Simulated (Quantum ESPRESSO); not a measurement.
# Where does Sc sit best among Ga sites?

The results below are calculated, not measured. They come from pw.x of Quantum ESPRESSO 7.5, a plane-wave density functional program, with PseudoDojo standard norm-conserving files (v0.5 for PBE, v0.4.1 for LDA and PBEsol). The cells are made up: elements, strain and atom displacements were drawn at random, and nothing was relaxed. There is no spin polarisation, spin-orbit coupling or dispersion term.

The cell has 8 sites of a zincblende or diamond lattice. Sites 1 to 4 hold X X X X; sites 5 to 8 hold Si P P P. Cell vectors in Å: (5.743, -0.043, 0.016); (-0.043, 5.639, 0.074); (0.016, 0.074, 5.620). Settings: PBE, cutoff 1088 eV, 6 x 6 x 6 k mesh shifted by half a step, Fermi-Dirac smearing of 0.1 eV.

In each run one of the sites marked X holds Sc and the others hold Ga; cell and positions stay the same. E is the free energy of the cell.

| site of the guest | first shell | mean distance (Å) | E above the lowest (eV) | P (GPa) | force on the guest (eV/Å) |
| --- | --- | --- | --- | --- | --- |
| 1 | P3Si | 2.453 | 0.353 | 2.64 | 3.003 |
| 2 | P3Si | 2.529 | 0.000 | 1.75 | 2.683 |
| 3 | P3Si | 2.393 | 0.583 | 3.08 | 1.498 |
| 4 | P3Si | 2.468 | 0.164 | 2.13 | 2.178 |

A rerun of one of these cells at 1377 eV and k mesh 8 x 8 x 8 moved values by no more than 0.003 eV in the cell's energy, 0.03 GPa in stress and 0.002 eV/Å in force.

## Reading the table

Site 2 is lowest, by 0.164 eV, over three times the rerun's bound. A straight line of energy against the mean distance has a slope of -4.4 ± 0.7 eV/Å, so the guest costs less on the roomier sites. The positions are random and not relaxed, so the differences hold for this frozen cell and are not site preferences of a real crystal.